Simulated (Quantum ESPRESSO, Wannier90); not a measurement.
Wannierisation of TaN (P-6m2)

```yaml
crystal:
  lattice:
    - [2.93994, 0.00000, 0.00000]
    - [-1.46997, 2.54606, 0.00000]
    - [0.00000, 0.00000, 2.89018]
  atoms:
    - { symbol: Ta, position: [0.00000, 0.00000, 0.50000] }
    - { symbol: N, position: [0.66667, 0.33333, 0.00000] }
```

Materials Project entry mp-1459; symmetrised, unrelaxed at this level. COD (Crystallography Open Database) has the formula in 5 space groups, this one among them (matched by group alone). Level: PBEsol, no spin polarisation, no spin-orbit coupling; pw.x of Quantum ESPRESSO at 68 Ry with PseudoDojo potentials, 12×12×10 k-points, Wannier90. Density: 12×12×10 mesh, cold smearing 0.01 Ry. Spin-orbit coupling is left out although heavy elements are present.

Valence charges of the files: Ta 13, N 5. 22 bands were computed.

Isolated groups of bands, relative to the Fermi level (bands from 6 on overlap up to the last one computed):

```json
[
 {"bands": "1", "from (eV)": "-68.54", "to (eV)": "-68.40", "filling": "filled", "weight on atomic waves": "Ta 5s 96 %"},
 {"bands": "2–4", "from (eV)": "-35.77", "to (eV)": "-34.51", "filling": "filled", "weight on atomic waves": "Ta 5p 97 %"},
 {"bands": "5", "from (eV)": "-17.76", "to (eV)": "-15.08", "filling": "filled", "weight on atomic waves": "N 2s 69 %, Ta 5d 18 %, Ta 6s 10 %"}
]
```

Wanted is a model with the orbitals Ta d, N p, without the filled groups that are mainly made of other shells (semicore states, and anion s where it isn't named); all higher bands stay in for disentanglement.

### Question
Give num_wann, exclude_bands and num_bands, and the number of electrons that the model holds.

### Answer
Electrons: 1×13 + 1×5 = 18, or 9.0 bands' worth; no gap over 0.05 eV opens at the Fermi level at this level of theory.
num_wann = 1×5 + 1×3 = 8.
exclude_bands = 1-5, 5 bands, so num_bands = 22 − 5 = 17.
The model holds 18 − 2×5 = 8 electrons. With the window frozen to 1.50 eV it follows pw.x to 1.8 meV rms (states up to 1.0 eV relative to the Fermi level).
